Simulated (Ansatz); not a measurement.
As:
```
CELL_PARAMETERS angstrom
      3.62048     0.00000     0.00000
      0.00000     4.77250     0.00000
      0.00000     0.00000    31.00000
ATOMIC_POSITIONS crystal
  As 0.00000 0.57477 0.46195
  As 0.00000 0.42523 0.53805
  As 0.50000 0.92523 0.46195
  As 0.50000 0.07477 0.53805
```
Free-standing layer in the xy plane with vacuum along z and no interaction between images.

Relaxed with r²SCAN+D4. Special points in fractions of this cell's reciprocal vectors: Γ (0.000, 0.000, 0.000); X (0.500, 0.000, 0.000); S (0.500, 0.500, 0.000); Y (0.000, 0.500, 0.000).

Problem. List the band energies nearest the valence-band maximum at these points for r²SCAN+D4 with spin–orbit coupling in the plane-wave PAW code Ansatz.

Solution. In eV from the valence-band maximum; about four levels below and three above (degenerate sets whole), none deeper than 8.9 eV; points with the same levels are listed once.

```
k                    below                above
-  -----------------------  -------------------
Γ    -1.14 -1.14 0.00 0.00  1.07 1.07 2.45 2.45
X  -1.81 -1.81 -1.81 -1.81  1.54 1.54 1.54 1.54
S  -1.38 -1.38 -1.26 -1.26  2.85 2.85 2.93 2.93
Y  -0.72 -0.72 -0.72 -0.72  1.93 1.93 1.93 1.93
```

Space group Pmna (puckered). The layer was cut from a bulk entry of the Materials Project (measured or hypothetical); whether that bulk phase is the ambient one, and whether the layer has been isolated, was not checked. Symmetry was held in the r²SCAN+D4 relaxation; whether a distortion lowers the energy is not shown.

Potentials: the later of the program's two PAW sets.
